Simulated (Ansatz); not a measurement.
MnPt3 (Pm-3m): the volume from the results

The reference geometry is a structure as deposited in COD; nothing is relaxed.

Functional, mesh and filling: PBEsol, 8×8×8 k mesh, Fermi–Dirac smearing of 0.08 eV. PAW means Ansatz 0.2.0 on its default frozen-core files. Site moments are integrated in spheres about the atoms.

The run was typed so:

```yaml
crystal:
  lattice:
    - [3.9, 0.0, 0.0]
    - [0.0, 3.9, 0.0]
    - [0.0, 0.0, 3.9]
  atoms:
    - { symbol: Mn, position: [0.0, 0.0, 0.0], spin: 4.0 }
    - { symbol: Pt, position: [0.0, 0.5, 0.5] }
    - { symbol: Pt, position: [0.5, 0.0, 0.5] }
    - { symbol: Pt, position: [0.5, 0.5, 0.0] }
magnetization:
  spin_polarized: true
kpoints:
  mp_grid: { grid: [8, 8, 8] }
scf:
  occupations: { method: fermi_dirac, width: 0.08 }
hamiltonian:
  xc: pbesol
  pseudopotentials: { kind: paw }
output:
  forces: true
  stress: true
  eigenvalues: true
  populations: true
```

Command: `ansatz run input.yaml --threads 2 --pin off --max-ram 6144MiB --backend cpu --events-out ev --progress --plain --runs-dir out`

The cell is scaled evenly, and every run starts from the same moments. Some of the runs:

```json
{"V/V₀": "0.92", "cell moment (μB)": "4.13", "largest site moment (μB)": "3.56", "F − F(V₀) (meV/atom)": "42", "pressure (GPa)": "18.4"}
{"V/V₀": "1", "cell moment (μB)": "4.19", "largest site moment (μB)": "3.73", "F − F(V₀) (meV/atom)": "0", "pressure (GPa)": "-5.0"}
{"V/V₀": "1.1", "cell moment (μB)": "4.30", "largest site moment (μB)": "3.92", "F − F(V₀) (meV/atom)": "130", "pressure (GPa)": "-21.3"}
```

**Question.** Another run of the series gave cell moment (μB) = 3.66, largest site moment (μB) = 2.92, F − F(V₀) (meV/atom) = 1196, pressure (GPa) = 142.7. At which V/V₀ was it made?
A. 1.04
B. 0.96
C. 0.86
D. 0.66
E. 0.8
F. 1.25
G. 0.74

**Answer.** G. V/V₀ = 0.74.

**Question.** Another run of the series gave cell moment (μB) = 4.54, largest site moment (μB) = 4.17, F − F(V₀) (meV/atom) = 508, pressure (GPa) = -31.2. At which V/V₀ was it made?
A. 1.25
B. 0.8
C. 0.96
D. 0.74
E. 0.86
F. 1.04
G. 0.66

**Answer.** A. V/V₀ = 1.25.

The whole series:

| V/V₀ | cell moment (μB) | largest site moment (μB) | F − F(V₀) (meV/atom) | pressure (GPa) |
| --- | --- | --- | --- | --- |
| 0.66 | 0.00 | 0.00 | 2580 | 248.0 |
| 0.74 | 3.66 | 2.92 | 1196 | 142.7 |
| 0.8 | 3.92 | 3.22 | 573 | 85.3 |
| 0.86 | 4.06 | 3.42 | 216 | 45.7 |
| 0.92 | 4.13 | 3.56 | 42 | 18.4 |
| 0.96 | 4.16 | 3.65 | -1 | 5.2 |
| 1 | 4.19 | 3.73 | 0 | -5.0 |
| 1.04 | 4.22 | 3.81 | 34 | -12.9 |
| 1.1 | 4.30 | 3.92 | 130 | -21.3 |
| 1.25 | 4.54 | 4.17 | 508 | -31.2 |

The PAW files were made with PBE; the program remakes their cores once for the run's functional and then keeps them frozen. Under strong compression frozen cores are worth checking against an all-electron run. Spin–orbit coupling is left out although heavy atoms are present. None of this fixes the real material's magnetic order: only patterns that fit the cell were computed, without spin fluctuations and on one mesh and smearing, with a functional that can overstate moments.
